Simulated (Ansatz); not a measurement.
Ansatz (a program for electronic structure) input:

Ansatz 0.2 input:
```yaml
crystal:
  lattice:
    - [-1.5379163282, 1.5379163282, 1.5379163282]
    - [1.5379163282, -1.5379163282, 1.5379163282]
    - [1.5379163282, 1.5379163282, -1.5379163282]
  atoms:
    - { symbol: Ir, position: [0.0, 0.0, 0.0] }
kpoints:
  mp_grid: { grid: [39, 39, 39] }
hamiltonian:
  xc: pbesol
  pseudopotentials: { kind: paw }
scf:
  occupations: { method: fermi_dirac, width: 0.1 }
elastic: { mode: relaxed_ion, stencil: two_point, amplitude: 0.005, f_tol: 0.0005 }
```

Output (shortened):

```
Pseudopotential: Ir, paw, valence charge 17
Functional definition: PBEsol
Crystal: 1 atoms, lattice volume = 14.550 Å³
Basis set: ecut = 420 eV, 321 PW (Γ), exchange–correlation on 36×36×36 points (8 copies of the dense FFT grid, shifted against one another)
Bands: 13, of which v1, the nominal top of the filled ones, is band 9 counted from 1 (8 counted from 0)
Symmetry: 48 space group operations
Space group: Im-3m (ITA 229), of the structure as read, at distance tolerance 2.4e-5 Å
k-points: 1540 of 59319
SCF iter   1: F=—  HF=-11798.390108 eV  |F-HF|=—  |Δ(HF+E_count)|=         —  Δρ=4.81e-3  dr2=7.22e-4  ethr=1.77e-3  ⟨swp⟩=5.0  Hψ=100768  notcnv=0
preconditioner: auto → none
SCF iter   2: F=—  HF=-11798.390312 eV  |F-HF|=—  |Δ(HF+E_count)|=   2.04e-4  Δρ=2.38e-3  dr2=1.43e-4  ethr=4.25e-6  ⟨swp⟩=2.1  Hψ=39476  notcnv=0
SCF iter   3: F=—  HF=-11798.390469 eV  |F-HF|=—  |Δ(HF+E_count)|=   1.58e-4  Δρ=4.40e-4  dr2=8.61e-6  ethr=8.41e-7  ⟨swp⟩=1.8  Hψ=26870  notcnv=0
SCF iter   4: F=—  HF=-11798.390473 eV  |F-HF|=—  |Δ(HF+E_count)|=   3.80e-6  Δρ=5.95e-5  dr2=2.45e-7  ethr=5.06e-8  ⟨swp⟩=2.1  Hψ=27833  notcnv=0
SCF iter   5: F=—  HF=-11798.390471 eV  |F-HF|=—  |Δ(HF+E_count)|=   2.09e-6  Δρ=4.60e-5  dr2=2.23e-7  ethr=1.44e-9  ⟨swp⟩=2.1  Hψ=28843  notcnv=0
SCF iter   6: F=—  HF=-11798.390471 eV  |F-HF|=—  |Δ(HF+E_count)|=   6.86e-8  Δρ=1.93e-5  dr2=3.74e-8  ethr=1.31e-9  ⟨swp⟩=1.1  Hψ=20265  notcnv=0
SCF iter   7: F=—  HF=-11798.390471 eV  |F-HF|=—  |Δ(HF+E_count)|=   1.39e-8  Δρ=3.25e-6  dr2=1.18e-9  ethr=2.20e-10  ⟨swp⟩=2.2  Hψ=26525  notcnv=0
SCF iter   8: F=—  HF=-11798.390471 eV  |F-HF|=—  |Δ(HF+E_count)|=  4.26e-10  Δρ=2.80e-7  dr2=1.05e-11  ethr=6.97e-12  ⟨swp⟩=2.3  Hψ=26205  notcnv=0
SCF iter   9: F=-11798.390471 eV  HF=-11798.390471 eV  |F-HF|=1.82e-12  |Δ(HF+E_count)|=  3.64e-12  Δρ=2.12e-8  dr2=5.02e-14  ethr=1.00e-12  ⟨swp⟩=3.0  Hψ=79137  notcnv=0
SCF 1 converged in 9 iterations: F = -11798.390471 eV  dr2 = 5.02e-14
Crystal: 1 atoms, lattice volume = 14.477 Å³
Symmetry: 16 space group operations
k-points: 4200 of 59319
iter 1 solved again at ethr=3.29e-6 eV; its pass at ethr=3.10e-3 eV (dr2=5.60e-4 eV) is discarded
SCF iter   1: F=—  HF=-11798.390405 eV  |F-HF|=—  |Δ(HF+E_count)|=         —  Δρ=2.94e-3  dr2=4.22e-4  ethr=3.29e-6  ⟨swp⟩=2.2  Hψ=344309  notcnv=0
preconditioner: auto → none
SCF iter   2: F=—  HF=-11798.390287 eV  |F-HF|=—  |Δ(HF+E_count)|=   1.18e-4  Δρ=4.53e-4  dr2=7.87e-6  ethr=2.48e-6  ⟨swp⟩=1.7  Hψ=76885  notcnv=0
SCF iter   3: F=—  HF=-11798.390286 eV  |F-HF|=—  |Δ(HF+E_count)|=   1.25e-6  Δρ=2.48e-4  dr2=1.58e-6  ethr=4.63e-8  ⟨swp⟩=1.2  Hψ=57742  notcnv=0
SCF iter   4: F=—  HF=-11798.390286 eV  |F-HF|=—  |Δ(HF+E_count)|=   4.00e-8  Δρ=1.02e-4  dr2=2.72e-7  ethr=9.30e-9  ⟨swp⟩=1.0  Hψ=54600  notcnv=0
SCF iter   5: F=—  HF=-11798.390286 eV  |F-HF|=—  |Δ(HF+E_count)|=   2.72e-8  Δρ=2.10e-5  dr2=1.21e-8  ethr=1.60e-9  ⟨swp⟩=1.0  Hψ=54600  notcnv=0
SCF iter   6: F=—  HF=-11798.390286 eV  |F-HF|=—  |Δ(HF+E_count)|=   1.25e-9  Δρ=2.06e-6  dr2=1.23e-10  ethr=7.10e-11  ⟨swp⟩=1.0  Hψ=54600  notcnv=0
SCF iter   7: F=—  HF=-11798.390286 eV  |F-HF|=—  |Δ(HF+E_count)|=  5.46e-12  Δρ=1.45e-7  dr2=1.86e-12  ethr=7.24e-13 (applied; sched 1.00e-12)  ⟨swp⟩=2.3  Hψ=81940  notcnv=0
SCF iter   8: F=-11798.390286 eV  HF=-11798.390286 eV  |F-HF|=0.00e0  |Δ(HF+E_count)|=  3.64e-12  Δρ=8.09e-9  dr2=3.15e-15  ethr=1.00e-12  ⟨swp⟩=4.1  Hψ=172225  notcnv=0
SCF 2 converged in 8 iterations: F = -11798.390286 eV  dr2 = 3.15e-15
Crystal: 1 atoms, lattice volume = 14.623 Å³
iter 1 solved again at ethr=2.80e-9 eV; its pass at ethr=3.10e-3 eV (dr2=4.75e-7 eV) is discarded
SCF iter   1: F=—  HF=-11798.390816 eV  |F-HF|=—  |Δ(HF+E_count)|=         —  Δρ=1.62e-4  dr2=4.90e-7  ethr=2.80e-9  ⟨swp⟩=2.1  Hψ=339929  notcnv=0
preconditioner: auto → none
SCF iter   2: F=—  HF=-11798.390818 eV  |F-HF|=—  |Δ(HF+E_count)|=   1.86e-6  Δρ=6.90e-5  dr2=2.83e-8  ethr=2.80e-9  ⟨swp⟩=1.0  Hψ=54914  notcnv=0
SCF iter   3: F=—  HF=-11798.390818 eV  |F-HF|=—  |Δ(HF+E_count)|=   2.23e-7  Δρ=3.35e-5  dr2=6.08e-9  ethr=1.66e-10  ⟨swp⟩=1.4  Hψ=62035  notcnv=0
SCF iter   4: F=—  HF=-11798.390819 eV  |F-HF|=—  |Δ(HF+E_count)|=   6.94e-8  Δρ=1.16e-6  dr2=3.14e-11  ethr=3.58e-11  ⟨swp⟩=1.0  Hψ=54600  notcnv=0
SCF iter   5: F=—  HF=-11798.390819 eV  |F-HF|=—  |Δ(HF+E_count)|=  3.82e-11  Δρ=1.66e-7  dr2=3.06e-12  ethr=1.85e-13 (applied; sched 1.00e-12)  ⟨swp⟩=2.2  Hψ=88335  notcnv=0
SCF iter   6: F=—  HF=-11798.390819 eV  |F-HF|=—  |Δ(HF+E_count)|=  1.82e-12  Δρ=6.83e-8  dr2=3.46e-13  ethr=1.80e-14 (applied; sched 1.00e-12)  ⟨swp⟩=2.3  Hψ=76858  notcnv=0
SCF iter   7: F=-11798.390819 eV  HF=-11798.390819 eV  |F-HF|=5.46e-12  |Δ(HF+E_count)|=  1.82e-12  Δρ=8.19e-9  dr2=5.47e-15  ethr=1.00e-12  ⟨swp⟩=4.0  Hψ=160553  notcnv=0
SCF 3 converged in 7 iterations: F = -11798.390819 eV  dr2 = 5.47e-15
Crystal: 1 atoms, lattice volume = 14.550 Å³
Symmetry: 8 space group operations
k-points: 8000 of 59319
iter 1 solved again at ethr=1.63e-8 eV; its pass at ethr=3.10e-3 eV (dr2=2.77e-6 eV) is discarded
SCF iter   1: F=—  HF=-11798.390266 eV  |F-HF|=—  |Δ(HF+E_count)|=         —  Δρ=3.32e-4  dr2=1.37e-5  ethr=1.63e-8  ⟨swp⟩=3.0  Hψ=719944  notcnv=0
preconditioner: auto → none
SCF iter   2: F=—  HF=-11798.390263 eV  |F-HF|=—  |Δ(HF+E_count)|=   3.61e-6  Δρ=1.14e-4  dr2=8.12e-7  ethr=1.63e-8  ⟨swp⟩=2.1  Hψ=163463  notcnv=0
SCF iter   3: F=—  HF=-11798.390262 eV  |F-HF|=—  |Δ(HF+E_count)|=   6.90e-7  Δρ=3.20e-5  dr2=4.10e-8  ethr=2.09e-9  ⟨swp⟩=2.6  Hψ=153476  notcnv=0
SCF iter   4: F=—  HF=-11798.390262 eV  |F-HF|=—  |Δ(HF+E_count)|=   4.74e-9  Δρ=3.34e-6  dr2=2.77e-10  ethr=1.06e-10  ⟨swp⟩=2.9  Hψ=183400  notcnv=0
SCF iter   5: F=—  HF=-11798.390262 eV  |F-HF|=—  |Δ(HF+E_count)|=  1.82e-10  Δρ=1.32e-6  dr2=1.09e-10  ethr=7.14e-13 (applied; sched 1.00e-12)  ⟨swp⟩=2.0  Hψ=164364  notcnv=0
SCF iter   6: F=-11798.390262 eV  HF=-11798.390262 eV  |F-HF|=5.46e-12  |Δ(HF+E_count)|=  2.91e-11  Δρ=3.24e-8  dr2=2.37e-14  ethr=1.00e-12  ⟨swp⟩=3.0  Hψ=421809  notcnv=0
SCF 4 converged in 6 iterations: F = -11798.390262 eV  dr2 = 2.37e-14
Crystal: 1 atoms, lattice volume = 14.550 Å³
iter 1 solved again at ethr=1.71e-10 eV; its pass at ethr=3.10e-3 eV (dr2=2.91e-8 eV) is discarded
SCF iter   1: F=—  HF=-11798.390260 eV  |F-HF|=—  |Δ(HF+E_count)|=         —  Δρ=8.67e-5  dr2=2.93e-8  ethr=1.71e-10  ⟨swp⟩=2.1  Hψ=657694  notcnv=0
preconditioner: auto → none
SCF iter   2: F=—  HF=-11798.390262 eV  |F-HF|=—  |Δ(HF+E_count)|=   1.35e-6  Δρ=4.32e-5  dr2=6.85e-9  ethr=1.71e-10  ⟨swp⟩=1.0  Hψ=104000  notcnv=0
SCF iter   3: F=—  HF=-11798.390262 eV  |F-HF|=—  |Δ(HF+E_count)|=   9.99e-8  Δρ=1.77e-6  dr2=2.14e-10  ethr=4.03e-11  ⟨swp⟩=1.0  Hψ=104000  notcnv=0
SCF iter   4: F=—  HF=-11798.390262 eV  |F-HF|=—  |Δ(HF+E_count)|=  1.46e-11  Δρ=5.53e-7  dr2=2.27e-12  ethr=1.26e-12  ⟨swp⟩=2.3  Hψ=158287  notcnv=0
SCF iter   5: F=-11798.390262 eV  HF=-11798.390262 eV  |F-HF|=5.46e-12  |Δ(HF+E_count)|=  1.09e-11  Δρ=4.11e-8  dr2=6.87e-14  ethr=1.00e-12  ⟨swp⟩=4.0  Hψ=320499  notcnv=0
SCF 5 converged in 5 iterations: F = -11798.390262 eV  dr2 = 6.87e-14
SCF converged after 9 iterations
Free energy (F): -11798.390471 eV
Harris-Foulkes:  -11798.390471 eV  (|F-HF|=1.82e-12)
Internal energy: -11798.316818 eV  (E = F + TS)
E sigma→0 (E₀):  -11798.353645 eV
Entropy (-TS):   -0.073653 eV (-73.653 meV/atom)
Fermi energy:    24.530375 eV
--- Per-component energies (eV) ---
  E_band       = -95.801991
  E_kinetic    = 623.789694
  E_local      = -1101.777279  (includes V_loc(G=0)·N_el)
  E_nonlocal   = 76.607427
  E_hartree    = 419.851685
  E_xc         = -266.121424
  E_vxc        = -299.187000  (∫ρ·V_xc dr)
  E_paw        = -9089.052384  (= ΣΔE_a)
  E_vpaw       = -234.938268  (= ΣTr[D̂ρ^β])
  E_aug_tail   = 0.000058  (compensation charges beyond the density's cutoff)
  E_ewald      = -2461.879880
  E_core_change = 0.265285  (= ΣΔE_core)
  E_smearing   = -0.073653  (= −TS)
  E_closure    = 0.000000  (closes the sum)
  Σ components = -11798.390471   (vs F -11798.390471, Δ=0.00e0)
  [band-id]    e_kinetic+e_local+e_nonlocal+2·e_hartree+e_vxc+e_vpaw+e_augmentation_tail = -95.801999   (vs E_band -95.801991, Δ=-7.97e-6)
--- Forces (eV/Å), atoms counted from 1 ---
  atom   1  Ir     0.00000000     0.00000000     0.00000000
  max |Σ_I F_I| component: 0.0 eV/Å
--- Stress (GPa, compression-positive) ---
        0.589876       0.000000       0.000000
        0.000000       0.589876       0.000000
        0.000000       0.000000       0.589876
  P = ⅓ Tr σ = 0.5899 GPa (5.899 kbar)
--- Band table (eV; the first three rows and the last of 1540) ---
  k-point 0: bands = ["-67.8535", "-24.3463", "-24.3463", "-24.3463", "13.8861", "20.9278", "20.9278", "20.9278", "23.9926", "23.9926", "40.6899", "40.6899", "40.6899"]
  k-point 1: bands = ["-67.8531", "-24.3512", "-24.3479", "-24.3462", "13.9167", "20.9135", "20.9271", "20.9544", "23.9717", "23.9934", "40.7101", "40.7375", "40.7379"]
  k-point 2: bands = ["-67.8519", "-24.3659", "-24.3529", "-24.3462", "14.0077", "20.8712", "20.9243", "21.0341", "23.9120", "23.9959", "40.7675", "40.8755", "40.8796"]
  k-point 1539: bands = ["-67.7397", "-24.8823", "-24.8815", "-24.8815", "17.4879", "17.4916", "26.0476", "26.0476", "26.0749", "32.2255", "32.3599", "32.3599", "39.2548"]
--- Elastic constants: 2 strain directions × 2 members + reference (group order 48) ---
  dense FFT box of the reference and of every strained cell: 18×18×18
  strains applied: 11, 23; error gains: componentwise 1.00 (the most a stress slope's error grows in a printed constant), spectral 1.73 (1 for all six strains …
  C = ∂σ_k/∂η_j (tension-positive GPa; Voigt order 11 22 33 23 13 12):
       -70.959    552.106    552.106      0.000      0.000      0.000
       552.106    -70.959    552.106      0.000      0.000      0.000
       552.106    552.106    -70.959      0.000      0.000      0.000
         0.000      0.000      0.000    184.189      0.000      0.000
         0.000      0.000      0.000      0.000    184.189      0.000
         0.000      0.000      0.000      0.000      0.000    184.189
  reference stress σ⁰ (GPa):     -0.590     -0.590     -0.590      0.000      0.000      0.000
  C* (energy form; C + prestress term) asymmetry max|C*_kj − C*_jk| = 3.411e-13 GPa — a small one proves nothing (zero by symmetry where the batch's group is …
  moduli (Voigt/Reuss/Hill, GPa): K = 344.42/344.42/344.42   G = -14.10/506.70/246.30   E = 596.67   ν = 0.211
  mechanically stable: NO (min eigenvalue of sym C = -623.06 GPa)
  where every solve meets its electron count the energy-path curvature estimates C_jj along a normal strain and C_jj − ¼(σ⁰_aa + σ⁰_bb) along a shear (ab), of …
  strain η (Voigt 11):  stress-route row diagonal C_11 = -70.96 GPa, energy-path curvature d²(F+E_count+ΔE)/dδ²/Ω₀ = -71.34 GPa
         δ    σ_11 (GPa)             F (eV)   n_scf  n_hpsi   n_pw
    -5.000e-3      -0.2235      -11798.3902857       8  947299    321   relax 0 steps, max|allowed force component| 0.00e0 eV/Å
     5.000e-3      -0.9331      -11798.3908185       7  887630    321   relax 0 steps, max|allowed force component| 0.00e0 eV/Å
  strain η (Voigt 23):  stress-route row diagonal C_44 = 184.19 GPa, energy-path curvature d²(F+E_count+ΔE)/dδ²/Ω₀ = 184.42 GPa
         δ    σ_23 (GPa)             F (eV)   n_scf  n_hpsi   n_pw
    -5.000e-3      -0.9209      -11798.3902618       6  1902454    321   relax 0 steps, max|allowed force component| 0.00e0 eV/Å
     5.000e-3       0.9209      -11798.3902618       5  1440480    321   relax 0 steps, max|allowed force component| 0.00e0 eV/Å
```

Cost: roughly 6 core-minutes on shared cores.

The start of the workflow was typed in or built on a structure type; neither database checked (COD, Materials Project) lists it. It is not the phase usual at ambient conditions (space group No. 225). The PBEsol relaxation kept the symmetry of its start. At this level the phase is mechanically unstable. No spin polarisation was allowed. As this level gives no gap, shear constants depend on the k-mesh and smearing (Fermi–Dirac, 0.1 eV here). On the denser mesh and wider smearing of the elastic run this cell carries a stress of 0.6 GPa. Scalar-relativistic: spin–orbit coupling is off unless named, which matters more the heavier the elements.

Potentials: the later of the program's two PAW sets.

Ansatz is a plane-wave DFT program.
